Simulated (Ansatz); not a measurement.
## Ge3Rh5, first-principles data

Ge$_{3}$Rh$_{5}$:
```cif
data_Ge6Rh10
_chemical_formula_sum 'Ge6 Rh10'
_space_group_name_H-M_alt 'P 1'
_space_group_IT_number 1
_cell_length_a 5.48236
_cell_length_b 10.48495
_cell_length_c 3.94571
_cell_angle_alpha 90.000
_cell_angle_beta 90.000
_cell_angle_gamma 90.000
loop_
_space_group_symop_operation_xyz
  'x, y, z'
loop_
_atom_site_label
_atom_site_type_symbol
_atom_site_fract_x
_atom_site_fract_y
_atom_site_fract_z
_atom_site_occupancy
Ge1 Ge 0.90760 0.84445 0.50000 1
Ge2 Ge 0.09240 0.15555 0.50000 1
Ge3 Ge 0.40760 0.65555 0.50000 1
Ge4 Ge 0.59240 0.34445 0.50000 1
Ge5 Ge 0.50000 0.00000 0.00000 1
Ge6 Ge 0.00000 0.50000 0.00000 1
Rh1 Rh 0.34051 0.21452 0.00000 1
Rh2 Rh 0.65949 0.78548 0.00000 1
Rh3 Rh 0.84051 0.28548 0.00000 1
Rh4 Rh 0.15949 0.71452 0.00000 1
Rh5 Rh 0.83554 0.60824 0.50000 1
Rh6 Rh 0.16446 0.39176 0.50000 1
Rh7 Rh 0.33554 0.89176 0.50000 1
Rh8 Rh 0.66446 0.10824 0.50000 1
Rh9 Rh 0.00000 0.00000 0.00000 1
Rh10 Rh 0.50000 0.50000 0.00000 1
```

Space group Pbam (No. 55); conventional cell a = 5.482 Å, b = 10.485 Å, c = 3.946 Å, α = β = γ = 90.00°.

Method: r²SCAN in the plane-wave PAW code Ansatz. Geometry: relaxed at this level of theory. Other levels are named where they apply.

### Cell and energy

```json
{
 "volume_per_atom": "14.18 Å³",
 "density": "10.72 g/cm³",
 "Formation energy from the elements (no fitted shifts)": "-0.48 eV/atom"
}
```

### Electronic structure

```json
{
  "electronic_character": "metallic (no gap)",
  "Density of states at the Fermi level": "0.61 states/eV per atom (mean over ±0.08 eV)"
}
```

### Charges

```json
{
  "bader_charges": "Ge +0.52 to +0.54, Rh -0.38 to -0.25 e"
}
```

The first step of the workflow began from a Materials Project structure, measured or hypothetical; the Crystallography Open Database copy checked does not list it. Its standing as an ambient phase is unchecked. The cell was relaxed with r²SCAN under the symmetry of its start; whether a distortion lowers the energy is not shown. The run is not spin-polarised. The references are the lowest solids computed at this level, not always the standard phases. Spin–orbit coupling is left out wherever it is not named.

Potentials: the later of the program's two PAW sets.
